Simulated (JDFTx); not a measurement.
Reference run:

Al(111) slab cut from bulk Al (space group Fm-3m, indices of the conventional cell, lattice of the Materials Project entry mp-134, not re-optimised): 4 atoms in 4 planes, a 1x1 cell of 7.06 Å² (|a| = 2.856, |b| = 2.856 Å), 7.0 Å between the outermost planes, cell height 23.0 Å, 8×8×1 k mesh, Fermi smearing 0.01 Ha, no spin polarisation.

The reference is PBE, GBRV ultrasoft potentials, plane waves to 20/100 Ha; code: a modified build of JDFTx. Unrelaxed; liquid: linear PCM (GLSSA13), water, 1 M KF. The electron chemical potential μ is absolute (zero in the bulk liquid) and is turned into a potential by U = −μ/e − 4.44 V vs SHE, a convention.

| cell height | work function (eV) | U_pzc (V) | mean C below U_pzc (μF/cm²) | k states × plane waves | cycles, vacuum run | rough core time, vacuum run |
|---|---|---|---|---|---|---|
| 15.0 Å | [?] | [?] | 15 over 0.5 V | 10 × 3054 | 12 | 20 s |
| 17.0 Å | 4.09 | -0.63 | 15 over 0.5 V | 10 × 3462 | 13 | 20 s |
| 19.0 Å | 4.10 | -0.63 | 15 over 0.5 V | 10 × 3868 | 15 | 30 s |
| 23.0 Å | 4.10 | -0.63 | 15 over 0.5 V | 10 × 4686 | 17 | 40 s |
| 31.0 Å | 4.10 | -0.62 | 16 over 0.5 V | 10 × 6310 | 23 | 60 s |
| 39.0 Å | 4.10 | -0.62 | 15 over 0.5 V | 10 × 7944 | 28 | 90 s |

**Question.** Some entries are withheld; supply them.

**Answer.** 
- 15.0 Å, work function (eV): 4.06
- 15.0 Å, U_pzc (V): -0.65

Core times come from shared machines and are rough, one run each.
